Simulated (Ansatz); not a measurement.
TaAl:
```cif
data_AlTa
_chemical_formula_sum 'Ta1 Al1'
_space_group_name_H-M_alt 'P4/mmm'
_space_group_IT_number 123
_space_group_name_Hall '-P 4 2'
_cell_length_a 2.82191
_cell_length_b 2.82191
_cell_length_c 4.15897
_cell_angle_alpha 90.000
_cell_angle_beta 90.000
_cell_angle_gamma 90.000
loop_
_atom_site_label
_atom_site_type_symbol
_atom_site_symmetry_multiplicity
_atom_site_Wyckoff_symbol
_atom_site_fract_x
_atom_site_fract_y
_atom_site_fract_z
_atom_site_occupancy
Ta1 Ta 1 a 0.00000 0.00000 0.00000 1
Al1 Al 1 d 0.50000 0.50000 0.50000 1
```

Relaxed at zero pressure with r²SCAN (plane waves, PAW; program Ansatz).

Problem. The volume is lowered by 6 % and shape and atoms relax at that volume. What pressure results, and how do the axes share the change?

Solution. 11.6 GPa; a -1.8 %, b -1.8 %, c -2.5 %; the energy rises by 34 meV/atom.

Problem. Give the new structure.

Solution. 
Space group P4/mmm (No. 123); a = b = 2.7709 Å, c = 4.0547 Å, α = β = γ = 90.00°

```tsv
atom	site	symmetry	x	y	z
Ta	1a	4/mmm	0.0000	0.0000	0.0000
Al	1d	4/mmm	0.5000	0.5000	0.5000
```

The phase is kept; no other phase was compared at this pressure.

The start of the workflow was typed in or built on a structure type; neither database checked (COD, Materials Project) lists it. Its standing as an ambient phase is unchecked. The r²SCAN relaxation kept the symmetry of its start; its stability against distortions is not shown here. No spin polarisation was allowed. Axis ratios of metals converge slowly with the k-mesh, so a and c are less sure than the volume. Scalar-relativistic: spin–orbit coupling is off unless named, which matters more the heavier the elements.

Potentials: the later of the program's two PAW sets.
